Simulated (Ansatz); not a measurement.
ZrTa (CsCl type), relaxed with PBEsol (Ansatz, a quantum-chemistry and plane-wave program, plane waves, PAW): a = 3.3965 Å, b = 3.3965 Å, c = 3.3965 Å, α = 90.00°, β = 90.00°, γ = 90.00°.

- ΔH_f (eV/atom): 0.20
- B₀ by P(V) fit (GPa): 138
- K_Hill (GPa): 140
- G_Hill (GPa): 28.8
- Θ_D (K): 198

Problem. The same phase is relaxed and computed with r²SCAN in the same code. What are the cell and these values now?

Solution. a = b = c = 3.435 Å, α = β = γ = 90.00°.

ΔH_f (eV/atom): 0.25
B₀ by P(V) fit (GPa): 134
K_Hill (GPa): 134
G_Hill (GPa): 25.4
Θ_D (K): 187

Typed or built starts, not in the databases checked: ZrTa, CsCl type. All cells were relaxed under the symmetry of their starts (and spin orders); stability against distortions was not tested throughout. Rows with no word on spin ran without spin polarisation. Spin–orbit coupling is left out wherever it is not named.

Potentials: the later of the program's two PAW sets.

Ansatz is a plane-wave DFT program.

Formation energies count from the lowest solids of the elements computed at the same level, not from gases.
